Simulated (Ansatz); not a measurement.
## Cu₂Ni₃ (P6_3/mmc) at 2 levels of theory

One geometry, relaxed with PBE; plane waves with PAW potentials in Ansatz, scalar-relativistic. Collinear spin, ending at -3.0 μB a primitive cell. Gaps are the least over mesh and band path; pressure is positive in compression.

```cif
data_structure
_symmetry_space_group_name_H-M 'P6_3/mmc'
_symmetry_Int_Tables_number 194
_cell_length_a 2.5085
_cell_length_b 2.5085
_cell_length_c 20.7233
_cell_angle_alpha 90.000
_cell_angle_beta 90.000
_cell_angle_gamma 120.000
_cell_volume 112.93
loop_
_atom_site_label
_atom_site_type_symbol
_atom_site_symmetry_multiplicity
_atom_site_Wyckoff_symbol
_atom_site_fract_x
_atom_site_fract_y
_atom_site_fract_z
_atom_site_occupancy
Cu1 Cu 4 f 0.33333 0.66667 0.05145 1
Ni1 Ni 4 f 0.33333 0.66667 0.84755 1
Ni2 Ni 2 c 0.33333 0.66667 0.25000 1
```

```json
{"level": "PBE", "cutoff (eV)": "420", "k mesh": "18×18×2", "gap (eV)": "0", "pressure (GPa)": "0.0", "largest moment (μB)": "0.67"}
```

Question: What comes out on the same cell with PBEsol?

Answer:
```json
{"level": "PBEsol", "cutoff (eV)": "420", "k mesh": "18×18×2", "gap (eV)": "0", "pressure (GPa)": "-9.1", "largest moment (μB)": "0.67"}
```

The cell was found from a structure generator's guess, not taken from experiment.
